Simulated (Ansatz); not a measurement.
Bi, DFT, PBEsol, PAW with Ansatz's default frozen-core files, scalar-relativistic (Ansatz 0.2.0), run on 1 thread of Arm Neoverse V1 on a shared host.

The structure is an experimental refinement, used without relaxation. The listed cell was then made from it by scaling, straining or moving an atom.

Command: `ansatz run input.yaml --threads 1 --pin off --max-ram 3072MiB --backend cpu --events-out ev --progress --plain --runs-dir out`

```yaml
crystal:
  lattice:
    - [3.3251217896, -3.0451811946, 0.0]
    - [3.3251217896, 3.0451811946, 0.0]
    - [-1.1471305398, 0.0, 3.0825657421]
  atoms:
    - { symbol: Bi, position: [0.2518, 0.2518, 0.149] }
    - { symbol: Bi, position: [0.7482, 0.7482, 0.851] }
kpoints:
  mp_grid: { grid: [8, 8, 11] }
scf:
  occupations: { method: fermi_dirac, width: 0.05 }
hamiltonian:
  xc: pbesol
  pseudopotentials: { kind: paw }
output:
  forces: true
  stress: true
  eigenvalues: true
  efg: { contact_densities: true }
```

Task: How large is the problem that the program sets up?

Result: 201 irreducible k-points, 1233 plane waves at Γ, 19 bands.

Task: About how long does it take, and how much memory does it use?

Result: 17 s of wall time for 6 SCF iterations, with a peak of 0.5 GiB. Times on shared machines scatter by tens of per cent.

Task: And the same cell and mesh by all-electron PAW (datasets made for this crystal), asked for forces, stress, eigenvalues, efg, on the same hardware?

Result: 25 s, peak memory 0.63 GiB.
